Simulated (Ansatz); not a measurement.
**Field gradients of K2PtC6N6 from run to run**

Cell of run 1: a refined structure from the COD.

```cif
data_K2PtC6N6
_symmetry_space_group_name_H-M 'P-31m'
_symmetry_Int_Tables_number 162
_cell_length_a 7.3928
_cell_length_b 7.3928
_cell_length_c 6.6613
_cell_angle_alpha 90.000
_cell_angle_beta 90.000
_cell_angle_gamma 120.000
loop_
_atom_site_label
_atom_site_type_symbol
_atom_site_symmetry_multiplicity
_atom_site_Wyckoff_symbol
_atom_site_fract_x
_atom_site_fract_y
_atom_site_fract_z
K K 2 d 0.3333 0.6667 0.5000
Pt Pt 1 a 0.0000 0.0000 0.0000
C C 6 k 0.2222 0.2222 0.1748
N N 6 k 0.3460 0.3460 0.2753
```

One atom of each set is listed.

Relaxed positions (PBE, cell held):

K (0.3333, 0.6667, 0.5000)
Pt (0.0000, 0.0000, 0.0000)
C (0.2230, 0.2230, 0.1740)
N (0.3513, 0.3513, 0.2751)

All runs are DFT with Ansatz 0.2.0 (plane waves and PAW, scalar-relativistic unless spin–orbit coupling is named, Γ-centred meshes, Fermi–Dirac smearing where given) in this cell.

Run 1: PBE, atoms as given; 420 eV, 5×5×5 k-points, smearing 0.05 eV.
Run 2: PBE, atoms relaxed; 420 eV, 5×5×5 k-points, smearing 0.05 eV.
Run 3: r2SCAN, at the relaxed atoms; 500 eV, 5×5×5 k-points, smearing 0.05 eV.
Run 4: PBE, at the relaxed atoms; 300 eV, 5×5×5 k-points, smearing 0.05 eV; this cutoff lies below the one recommended for these PAW files.

```
run   K V_zz (η)   Pt V_zz (η)    C V_zz (η)    N V_zz (η)
  1  0.83 (0.00)  -0.64 (0.00)  -4.09 (0.08)  -7.87 (0.00)
  2  0.75 (0.00)  -0.48 (0.00)  -3.97 (0.08)  -7.23 (0.00)
  3  0.77 (0.00)  -0.35 (0.00)  -4.32 (0.07)  -7.45 (0.00)
  4            ?             ?             ?             ?
```

V_zz in 10²¹ V/m².

Task: Estimate the row of run 4.

Result: K: 0.74 (0.00); Pt: -0.48 (0.00); C: -3.60 (0.08); N: -6.62 (0.00). It lies nearest to run 2, from whose tensors on these sites it differs by 0.62 at most (largest principal value of the difference, on N). Taken one at a time, the positions of the atoms (as given or relaxed) move the tensors on these sites by up to 0.65 (largest principal value of the change, on N), the cutoff by 0.62 (N), the functional (r2SCAN with its higher cutoff) by 0.35 (C).

Leaving out spin–orbit coupling shifts gradients on Pt by a few per cent, and by more where contributions nearly cancel. The database entry as given showed forces above 3 eV/Å or a pressure above 30 GPa, though relaxing it moves no atom far. With these PAW files V_zz is typically within 2 to 3 % of all-electron values, but misses above 10 % occur on Pt. In runs 1, 3 the atoms aren't at the calculated equilibrium (largest force 3.6, 0.89 eV/Å). The cell isn't the equilibrium one in run 1 (calculated pressure 5 GPa), and the entry's cell may itself be off.
